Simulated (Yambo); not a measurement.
```xyz
3
Lattice="3.3969 -1.9278 -0.0022 3.3969 1.9278 -0.0022 -2.2396 0.0000 4.5067" Properties=species:S:1:pos:R:3 pbc="T T T"
Mg     2.2771     0.0000     2.2512
S      4.5216     0.0000     3.4616
S      0.0325     0.0000     1.0408
```

MgS2 (space group C2/m, No. 12): mean Im ε in 1 eV windows above the direct gap of 2.38 eV, for different electron-hole kernels (Yambo, broadening 0.15 eV, LDA (pw.x of Quantum ESPRESSO, ONCV potentials, without SOC) bands; 6×6×4 mesh, 5 valence and 7 conduction bands, static screening with 33 bands and a 4 Ry block, scissor 1.50 eV, Tamm-Dancoff; field along x).

```csv
window (eV),independent quasiparticles,BSE
2.4 to 3.4,2.1,2.4
3.4 to 4.4,1.0,0.8
4.4 to 5.4,0.9,1.9
5.4 to 6.4,2.1,3.8
6.4 to 7.4,4.2,7.3
7.4 to 8.4,6.2,7.4
```

This run doesn't resolve bound excitons or single peaks, so only averages are given, and they too depend on the mesh; weight that the attraction moves below the gap isn't listed. All transitions below 10.77 eV are in the band window. The scissor comes from a G0W0 run whose convergence isn't established.

Geometry relaxed with LDA.

The structure is a Materials Project entry; no match was found in the copy of COD used, and its stability was not checked.
